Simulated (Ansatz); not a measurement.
TiHg:
```yaml
crystal:
  lattice:
    - [2.98416, 0.00000, 0.00000]
    - [0.00000, 2.98416, 0.00000]
    - [0.00000, 0.00000, 4.11040]
  atoms:
    - { symbol: Hg, position: [0.00000, 0.00000, 0.00000] }
    - { symbol: Ti, position: [0.50000, 0.50000, 0.50000] }
```

Relaxed with r²SCAN. Special points in fractions of this cell's reciprocal vectors: Γ (0.000, 0.000, 0.000); X (0.000, 0.500, 0.000); M (0.500, 0.500, 0.000); Z (0.000, 0.000, 0.500); R (0.000, 0.500, 0.500); A (0.500, 0.500, 0.500).

List the band energies nearest the Fermi level at these points for the program Ansatz at the r²SCAN level (PAW).

In eV from the Fermi level; about four levels below and three above (degenerate sets whole), none deeper than 8.9 eV; points with the same levels are listed once.

| k | below | above |
|---|---|---|
| Γ | -7.37 -7.37 -6.88 -0.57 -0.33 | 0.88 2.11 2.11 |
| X | -3.87 -3.64 -1.18 -0.40 | 1.52 1.92 3.78 |
| M | -8.44 -8.44 -7.84 -6.13 -2.08 | 0.30 0.30 1.23 1.23 |
| Z | -6.90 -6.87 -5.03 -0.85 | 0.77 1.40 1.40 |
| R | -3.73 -1.85 -0.98 -0.33 | 1.96 2.11 2.15 |
| A | -6.12 -2.08 -1.72 -1.72 | 1.49 1.76 3.35 |

Space group P4/mmm (L1₀ or tetragonal B2). The workflow started from an entry of the Crystallography Open Database (COD). Its standing as an ambient phase is unchecked. The cell was relaxed with r²SCAN under the symmetry of its start; whether a distortion lowers the energy is not shown. No spin polarisation was allowed. Spin–orbit coupling is left out wherever it is not named.

Potentials: the later of the program's two PAW sets.
